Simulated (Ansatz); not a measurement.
Relaxed TiN (rock salt):

```
CELL_PARAMETERS angstrom
      0.00000     2.11626     2.11626
      2.11626     0.00000     2.11626
      2.11626     2.11626     0.00000
ATOMIC_POSITIONS crystal
  N  0.00000 0.00000 0.00000
  Ti 0.50000 0.50000 0.50000
```

In this cell atom 2 (Ti, nearest neighbour N at 2.116 Å; its periodic images, 3.0 Å or more away, move with it) is moved by s towards the nearest neighbour, unit vector (-1.000, 0.000, 0.000); all other atoms and the cell stay fixed.

The numbers are results of r2SCAN (plane waves to 500 eV, PAW, scalar-relativistic; Ansatz, a program for electronic structure), not measurements. k mesh 15×15×15 (Γ-centred), Fermi-Dirac smearing 0.05 eV. E stands for the smeared free energy. Left out: 2 of 11 points, with atoms too close for the PAW data. With partly filled bands, energies and forces of such displacements shift with the k mesh and the smearing. TiN is run without spin polarisation. TiN was relaxed with its symmetry unable to fall. The zero of ΔE is the undisplaced structure. The last digit holds for this mesh only.

```tsv
s (Å)	ΔE (meV/cell)
-0.336	withheld
-0.252	361.7
-0.168	156.7
-0.084	38.7
0.000	0.0
0.084	38.7
0.168	156.7
0.252	361.7
0.336	withheld
```

Question: Fit an even polynomial form (powers 2, 4) to the given rows and predict ΔE at s = -0.336.

Answer: Least squares on the 7 given rows: ΔE = (5440)·s² + (4023)·s⁴, in meV/cell with s in Å; root-mean-square residual 0.07 meV/cell. At -0.336 the fit gives 665.4 meV/cell; the calculation gives 678.7 meV/cell, so the extrapolation is off by -13.3 (-2.0 %). The quadratic term alone would give 614.2 meV/cell.

(A displaced cell: forces are minus the slopes of the energy, force constants its curvatures, and phonons follow from these.)
